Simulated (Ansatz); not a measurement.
## Ti-49 NMR of the central transition in BaTiO3 at a changed volume

Cell: an entry of the Crystallography Open Database (COD), relaxed with PBE at fixed cell and then changed (volume scaled by 0.94, ions relaxed).

```
CELL_PARAMETERS angstrom
3.91815 0.00000 0.00000
0.00000 3.91815 0.00000
0.00000 0.00000 3.93598
ATOMIC_POSITIONS crystal
Ba 0.00000 0.00000 0.00257
Ti 0.50000 0.50000 0.49556
O 0.50000 0.50000 0.01132
O 0.50000 0.00000 0.50928
O 0.00000 0.50000 0.50928
```

Sites (sets of like atoms) are named by element and the number of their first atom in this list.

Method: Kohn–Sham DFT in Ansatz, PBE, plane waves and PAW, scalar-relativistic, 420 eV cutoff, Γ-centred 8×8×8 k-points, Fermi–Dirac smearing 0.02 eV.

Ti-49 has I = 7/2 and Q = 247.0 mb (Pyykkö 2018); at 23.5 T its Larmor frequency is ν₀ = 56.5 MHz. Only the quadrupole interaction is simulated: positions count from each site's isotropic chemical shift, and J coupling is left out, as are shift anisotropy and dipolar coupling, which fast spinning averages.

(1) Give C_Q, η, the quadrupolar product P_Q = |C_Q|(1 + η²/3)^½, the second-order isotropic shift and the breadth of the pattern (fast magic-angle spinning) for each Ti site.

Results:

(1) 

```
site         first shell  C_Q (MHz)     η  P_Q (MHz)  δ_QIS (ppm)  breadth (kHz)
  Ti  6 O at 1.91–2.03 Å       2.08  0.00       2.08        -3.46          0.418
```

δ_QIS = −(ν_Q²/30ν₀²)[I(I+1) − 3/4](1 + η²/3) × 10⁶ ppm with ν_Q = 3|C_Q|/[2I(2I−1)]; it falls as 1/B₀² in ppm, and the breadth as 1/B₀ in kHz.

An axis of threefold or higher order runs through Ti, so V_zz lies along it and η is zero.

At this changed cell the PBE pressure is 14 GPa.
